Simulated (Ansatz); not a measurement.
PtAu:
```cif
data_Au3Pt3
_chemical_formula_sum 'Pt3 Au3'
_space_group_name_H-M_alt 'R-3m :H'
_space_group_IT_number 166
_space_group_name_Hall '-R 3 2"'
_cell_length_a 2.80287
_cell_length_b 2.80287
_cell_length_c 14.05625
_cell_angle_alpha 90.000
_cell_angle_beta 90.000
_cell_angle_gamma 120.000
loop_
_atom_site_label
_atom_site_type_symbol
_atom_site_symmetry_multiplicity
_atom_site_Wyckoff_symbol
_atom_site_fract_x
_atom_site_fract_y
_atom_site_fract_z
_atom_site_occupancy
Pt1 Pt 3 b 0.00000 0.00000 0.50000 1
Au1 Au 3 a 0.00000 0.00000 0.00000 1
```
(The calculation used a cell of 2 atoms; values per cell refer to that cell.)

Relaxed at zero pressure with PBEsol (plane waves, PAW; program Ansatz).

Task: The volume is lowered by 3 % and shape and atoms relax at that volume. What pressure results, and how do the axes share the change?

Result: 7.6 GPa; a -0.9 %, b -0.9 %, c -1.2 %; the energy rises by 11 meV/atom.

Task: Give the new structure.

Result: 
Space group R-3m, hexagonal axes (No. 166); a = b = 2.777 Å, c = 13.892 Å, α = β = 90.00°, γ = 120.00°

| atom | site | symmetry | x | y | z |
|---|---|---|---|---|---|
| Pt | 3b | -3m | 0.0000 | 0.0000 | 0.5000 |
| Au | 3a | -3m | 0.0000 | 0.0000 | 0.0000 |

The phase is kept; no other phase was compared at this pressure.

The first step of the workflow began from a Materials Project structure, measured or hypothetical; the Crystallography Open Database copy checked does not list it. With Pt and Au taken as one species the cell has the higher symmetry Fm-3m, so it may be an ordered model of a mixed-site phase. Its standing as an ambient phase is unchecked. Symmetry was held in the PBEsol relaxation; its stability against distortions is not shown here. The run is not spin-polarised. Axis ratios of metals converge slowly with the k-mesh, so a and c are less sure than the volume. Scalar-relativistic: spin–orbit coupling is off unless named, which matters more the heavier the elements.

Potentials: the later of the program's two PAW sets.
